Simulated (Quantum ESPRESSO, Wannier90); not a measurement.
**Tight-binding from DFT: GaSe (R3m)**

```
begin unit_cell_cart
ang
   -1.8870900523    3.2685358490    0.0000000000
   -3.7741801046    0.0000000000    0.0000000000
   -1.8870900523    1.0895119497    8.7047000000
end unit_cell_cart
begin atoms_frac
Ga  -0.0468100000 -0.0468100000  0.1404300000
Ga   0.0464630000  0.0464630000 -0.1393890000
Se   0.2423330000  0.2423330000  0.2730010000
Se   0.4240270000  0.4240270000 -0.2720810000
end atoms_frac
```

Materials Project entry mp-11342; symmetrised, unrelaxed at this level. Not found in the COD (Crystallography Open Database) copy used, which has the formula in other groups; not checked further. Level: LDA, no spin polarisation, no spin-orbit coupling; pw.x of Quantum ESPRESSO at 69 Ry with PseudoDojo potentials, 8×8×8 k-points, Wannier90. Density: 10×10×10 mesh, cold smearing 0.01 Ry. The cell is built of weakly bound layers, chains or molecules, whose nearest atoms lie 4.52 Å apart. Database cells relaxed without dispersion often hold them too far apart, which can enlarge gaps and weakens couplings between them; spacing and stacking were not compared with the measured crystal. Spin-orbit coupling, left out, would split the p-like bands by a few tenths of an eV.

A tight-binding model is made by disentanglement and projection with no localisation steps (num_iter = 0), so the 16 orbitals stay atom-like: hydrogen-like Ga: s;p; Se: s;p, axes along x, y, z; frozen window up to 2.60 eV relative to the valence-band maximum. It follows pw.x to 4.1 meV rms for states up to 2.1 eV relative to the valence-band maximum. Matrix elements depend on this choice of orbitals and windows.

### Question
What are the on-site energies relative to the valence-band maximum, and how fast do the hoppings decay?

### Answer
| atom | orbitals | energy (eV) |
|---|---|---|
| Ga1 | s | -2.74 |
| Ga1 | pz | 3.58 |
| Ga1 | px py | 3.13 |
| Ga2 | s | -2.74 |
| Ga2 | pz | 3.56 |
| Ga2 | px py | 3.13 |
| Se3 | s | -11.19 |
| Se3 | pz | -0.98 |
| Se3 | px py | -0.72 |
| Se4 | s | -11.18 |
| Se4 | pz | -0.97 |
| Se4 | px py | -0.72 |

| distance of the centres (Å) | largest modulus (eV) |
|---|---|
| 2–3 | 2.4 |
| 3–4 | 2.4 |
| 4–5 | 0.20 |
| 5–6 | 0.19 |
| 6–7 | 0.15 |
| 7–8 | 0.048 |
| 8–9 | 0.023 |
| 9–10 | 0.022 |
| 10–11 | 0.0078 |
| 11–12 | 0.0081 |
